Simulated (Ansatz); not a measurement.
Hf (sc type) under strong compression

```
Hf
1.0
     2.82380    0.00000    0.00000
     0.00000    2.82380    0.00000
     0.00000    0.00000    2.82380
Hf
1
Direct
  0.00000 0.00000 0.00000
```

The cell comes from a relaxation on PAW files under the same functional, begun from a prototype that needn't be the stable phase.

Its volume is scaled at fixed shape and fractional positions.

All numbers are LDA results (scalar-relativistic) from Ansatz 0.2.0, with a Γ-centred 15×15×15 k mesh, Fermi–Dirac smearing of 0.1 eV, no spin polarisation. Methods: LAPW: all electrons, basis error target 1 meV/atom; PAW: frozen-core files, cutoff 420 eV; crystal datasets: all electrons, by PAW datasets that the program makes for each cell; norm-conserving: pseudopotentials, cutoff 789 eV; PAW (cutoff 600 eV): frozen-core files, cutoff 600 eV.

Energies are extrapolated to zero smearing and count from the unscaled cell; pressure is positive in compression; gaps take the mesh and a band path. No temperature or zero-point motion is included.

Spin–orbit coupling is left out, which matters for the heavy atoms. The PAW files were made under PBE. The structure type is held throughout; the real material can change phase at far lower pressure.

| V/V0 | V (Å³/atom) | P LAPW (GPa) | ΔE LAPW (eV/atom) | P PAW − LAPW (GPa) | ΔE PAW − LAPW (meV/atom) |
| --- | --- | --- | --- | --- | --- |
| 1.00 | 22.52 | 0.03 | 0.000 | -0.03 | 0.0 |
| 0.92 | 20.72 | 8.25 | 0.039 | -0.04 | -0.4 |
| 0.84 | 18.91 | 20.7 | 0.192 | -0.07 | -0.9 |
| 0.76 | 17.11 | ? | ? | ? | ? |
| 0.68 | 15.31 | 71.6 | 1.137 | -0.21 | -3.7 |
| 0.60 | 13.51 | 122.6 | 2.206 | -0.41 | -6.9 |
| 0.52 | 11.71 | 212.5 | 4.035 | -1.03 | -14.0 |
| 0.45 | 10.13 | 359.5 | 6.767 | -2.80 | -31.8 |

(1) Fit the Vinet equation to the LAPW pressures shown (residuals weighted by 1/(|P| + 0.03·Pmax)), and predict the pressure of the withheld row.

(2) At the smallest volume, how far do crystal datasets and norm-conserving and PAW (cutoff 600 eV) lie from LAPW in pressure?

(3) How do the Löwdin populations by LAPW change from the unscaled cell to the last row?

## Answers

(1) The fit gives V0 = 22.56 Å³/atom, B0 = 76.6 GPa and B0′ = 4.82. At 17.11 Å³/atom, x = (V/V0)^(1/3) = 0.9121, and P = 3·B0·(1 − x)/x²·exp[1.5·(B0′ − 1)·(1 − x)] = 40.2 GPa. The run itself gave 40.2 GPa (+0.1 % off) and ΔE = 0.523 eV/atom.

(2) crystal datasets: 0.00 GPa; norm-conserving: -22.95 GPa; PAW (cutoff 600 eV): -3.66 GPa, on a LAPW pressure of 359.5 GPa.

(3) Hf 5s 1.94 → 1.79, Hf 6s 0.82 → 0.47, Hf 5p 5.95 → 5.74, Hf 5d 3.25 → 4.03, Hf 4f 13.99 → 13.96 electrons an atom. These are projections on the shells that the free atoms fill; 0.05 e a cell lies outside them at the start and 0.03 e at the end.
